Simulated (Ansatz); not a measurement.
## VZnC2N3F5 at a changed volume — coordination and ¹⁴N quadrupole coupling

Cell: a COD entry, relaxed with PBE at fixed cell and then changed (volume scaled by 0.96).

Space group Imma (No. 74); a = 7.3619, b = 8.9371, c = 9.3046 Å.

```
site  Wyckoff  site symmetry       x       y       z
   V       4d          .2/m.  0.2500  0.2500  0.7500
  Zn       4a          2/m..  0.0000  0.0000  0.0000
   C       8h            m..  0.0000  0.1392  0.2774
  N9       8h            m..  0.0000  0.1703  0.1405
 N13       4e            mm2  0.0000  0.2500  0.3678
 F15       4e            mm2  0.5000  0.2500  0.7944
 F17      16j              1  0.7895  0.8939  0.1176
```

One atom of each set is listed; the run and its k-mesh use a cell of 24 atoms with edges of 7.43, 7.43, 7.43 Å.

Level of theory: DFT, PBE, plane waves and PAW, scalar-relativistic, collinear spin, 420 eV cutoff, Γ-centred 6×6×6 k-points, Fermi–Dirac smearing 0.05 eV (Ansatz 0.2.0). Start moments as typed (μB): 1 on each V, none on the rest.

Q(¹⁴N) = 20.44 mb.

Q: Rank these N sites by |C_Q|, smallest first.
A. N9: 1 C at 1.30 Å, 1 N at 1.42 Å, 1 Zn at 2.01 Å; also 1 C at 2.13 Å, 1 Zn at 3.22 Å
B. N13: 2 C at 1.30 Å, angle 99°

A: B (3.24 MHz, η = 0.47), A (4.35 MHz, η = 0.05).

The structure holds N–N bonds (1.42 Å). At N13 V_zz points along the bisector of its two bonds (within 1°).

The run finds no gap above 0.1 eV (a metal, or nearly one), so the gradients can move by 10 % or more with the k-mesh. Semilocal functionals can leave a metal where correlation in the d or f shell opens a gap in the real compound, and that would change the values at and beside V. At this changed cell the PBE pressure is 7 GPa. The atoms aren't relaxed in the changed cell (largest force 1.2 eV/Å). All moments are parallel here, as the start or the cell imposes; many such compounds order antiparallel, where fields and spin densities carried over to other atoms largely cancel. The magnetic order is the one that the run reached from its start moments, not necessarily the measured one (the real compound may not order at all).
